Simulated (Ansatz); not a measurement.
## SCF settings study, Ni3S4

Ni3S4 is taken in the coordinates of a database entry, unrelaxed (space group Fd-3m), 14 atoms in the cell. Forces or pressure are large there, so the entry is far from the computed equilibrium and may be faulty or of a sample under other conditions, or the chosen U doesn't suit it. Source: COD entry 5910137; the sample's temperature and pressure aren't taken into account, and it need not be the stable phase.

```xyz
14
Lattice="0.0000 4.8250 4.8250 4.8250 0.0000 4.8250 4.8250 4.8250 0.0000" Properties=species:S:1:pos:R:3 pbc="T T T"
Ni    7.2375    7.2375    7.2375
Ni    4.8250    4.8250    4.8250
Ni    1.2063    1.2063    1.2063
Ni    1.2063    3.6187    3.6187
Ni    3.6188    3.6188    1.2063
Ni    3.6187    1.2063    3.6188
S     8.4486    8.4486    8.4486
S     3.6139    6.0361    6.0361
S     6.0264    6.0264    8.4486
S     6.0361    3.6139    6.0361
S     8.4486    6.0264    6.0264
S     3.6139    3.6139    3.6139
S     6.0264    8.4486    6.0264
S     6.0361    6.0361    3.6139
```

Numbers behind element symbols give the atom's place in this list.

All numbers below come from DFT, PBEsol+U, PAW, plane waves, scalar-relativistic (Ansatz).

| Item | Value |
| --- | --- |
| Hubbard term (Dudarev form) | U − J = 2.2 eV on Ni d, on Löwdin-orthonormalised all-electron atomic orbitals |
| Plane-wave cutoff | 420 eV |
| k-point mesh | 3×3×3 (Γ-centred) |
| Occupations | Fermi–Dirac smearing, 0.03 eV |
| Valence electrons | 156 |
| Spin | collinear, starting moments Ni1 2.00, Ni2 2.00, Ni3 2.00, Ni4 2.00, Ni5 2.00, Ni6 2.00 μB |

Site moments are integrals over atomic spheres and don't add up to the total.

The starting density is a sum of atomic densities. β is the mixing step of the charge; the magnetisation has a step of its own, which the program sets unless it is named.

A small moment in a metal is sensitive to the mesh and the smearing. A static U favours moments and orbital order; the result depends on U and need not be the measured state. Only one magnetic start was run, with no search, so the state need not be the lowest.

Launched as:
```sh
ansatz run input.yaml --threads 2 --pin off --max-ram 5120MiB --backend cpu --events-out ev --progress --plain --runs-dir out
```

Machine: 2 threads of Arm Neoverse V1, with other jobs on the host.

Each row changes the named settings. The search for lower states is off throughout, and rows that name a mixer don't switch to direct minimisation unless they say so. “A, then B” is a new run with the settings A changed by B. Counts include iterations that the program adds to test a close or to solve more bands, and some failed runs stop two short of their limit.

```csv
settings,iteration limit,outcome,wall time (s),result against the default run
default SCF settings,default,converged in 19 iterations,19,reference
"linear mixing, β 0.3, no preconditioner",100,not converged after 100 iterations,330,cycles
"linear mixing, β 0.3, no preconditioner, then β lowered to 0.075",100,not converged after 100 iterations,49,slow
"linear mixing, β 0.3, no preconditioner, then a switch to direct minimisation allowed after 20 iterations, with a limit of 100",100,converged in 41 iterations,260,the same free energy
"linear mixing, β 0.3, no preconditioner, then mixing history raised to 8",100,converged in 26 iterations,20,the same free energy
"linear mixing, β 0.3, no preconditioner, then Kerker preconditioner added",100,not converged after 100 iterations,95,cycles
direct minimisation,150,converged in 14 iterations,65,the same free energy
"Gaussian smearing, width 0.3 eV",100,converged in 18 iterations,15,"free energy shifted by -15.8 meV/atom, zero-width estimate shifted by -2.2 meV/atom, forces change by up to 0.026 eV/Å, pressure -9.9 GPa against -10.0"
k-point mesh 2x2x2,100,converged in 17 iterations,8.7,"free energy shifted by -18.1 meV/atom, forces change by up to 0.241 eV/Å, pressure -10.8 GPa against -10.0, moments Ni1 -0.23, Ni2 -0.23, Ni3 0.44, Ni4 0.44, Ni5 0.44, Ni6 0.44 μB against Ni1 -0.25, Ni2 -0.25, Ni3 0.59, Ni4 0.59, Ni5 0.59, Ni6 0.59"
"linear mixing, β 0.2, no preconditioner",100,not converged after 100 iterations,110,cycles
"linear mixing, β 0.2, no preconditioner, then Kerker preconditioner added",100,not converged after 100 iterations,43,slow
"linear mixing, β 0.2, no preconditioner, then a switch to direct minimisation allowed after 20 iterations, with a limit of 100",100,converged in 36 iterations,130,the same free energy
"linear mixing, β 0.2, no preconditioner, then β lowered to 0.05",100,not converged after 100 iterations,41,slow
"linear mixing, β 0.2, no preconditioner, then mixing history raised to 8",100,converged in 29 iterations,21,the same free energy
"Fermi–Dirac smearing, width 0.3 eV",100,converged in 24 iterations,20,"free energy shifted by -99.2 meV/atom, zero-width estimate shifted by +1.4 meV/atom, forces change by up to 0.039 eV/Å, pressure -9.9 GPa against -10.0, moments Ni1 -0.07, Ni2 -0.07, Ni3 0.20, Ni4 0.20, Ni5 0.20, Ni6 0.20 μB against Ni1 -0.25, Ni2 -0.25, Ni3 0.59, Ni4 0.59, Ni5 0.59, Ni6 0.59"
"MSR1 mixing, preconditioner LDOS",100,converged in 20 iterations,17,the same free energy
"cold smearing, width 0.5 eV",100,converged in 20 iterations,16,"free energy shifted by -5.4 meV/atom, zero-width estimate shifted by -4.5 meV/atom, forces change by up to 0.008 eV/Å, pressure -10.2 GPa against -10.0, moments Ni1 -0.31, Ni2 -0.31, Ni3 0.54, Ni4 0.54, Ni5 0.54, Ni6 0.54 μB against Ni1 -0.25, Ni2 -0.25, Ni3 0.59, Ni4 0.59, Ni5 0.59, Ni6 0.59"
"Broyden, β 0.3, history 3, no preconditioner",100,converged in 40 iterations,29,the same free energy
density-residual threshold 1e-3 eV,default,converged in 14 iterations,12,"the same free energy, forces change by up to 0.003 eV/Å, pressure -10.1 GPa against -10.0"
```

With the default settings (MSR1 mixing, preconditioner Kerker) the run converges, ferrimagnetic, site moments Ni1 -0.25, Ni2 -0.25, Ni3 0.59, Ni4 0.59, Ni5 0.59, Ni6 0.59 μB, total 1.60 μB per cell, no gap on the k-mesh. At the default threshold and band count the same state takes 14 iterations at best (“direct minimisation”) and 41 at worst (“linear mixing, β 0.3, no preconditioner, then a switch to direct minimisation allowed after 20 iterations, with a limit of 100”). 6 of 19 runs gave no result.
